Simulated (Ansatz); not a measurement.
Be$_{2}$C (fluorite or antifluorite type, space group No. 225) under volume change, PBE (plane waves, PAW; program Ansatz), scaled uniformly.

| V (Å³/atom) | E − E(relaxed) (meV/atom) | P (GPa) |
|---|---|---|
| 6.150 | 39.6 | 22.43 |
| 6.352 | 16.8 | 13.91 |
| 6.555 | 4.0 | 6.48 |
| 6.758 | 0.0 | 0.00 |
| 6.961 | … | … |
| 7.163 | … | … |
| 7.366 | 30.3 | -14.95 |

**Question.** Fill in the missing entries.

**Answer.** 
- 7.163, E − E(relaxed) (meV/atom): 14.0
- 7.163, P (GPa): -10.62
- 6.961, E − E(relaxed) (meV/atom): 3.6
- 6.961, P (GPa): -5.66

**Question.** What does a third-order Birch–Murnaghan fit give for V₀, B₀ and B′?

**Answer.** V₀ = 6.76 Å³/atom, B₀ = 202 GPa, B′ = 3.5.

Space group Fm-3m (fluorite or antifluorite type). The PBE relaxation kept the symmetry of its start.

Potentials: the later of the program's two PAW sets.
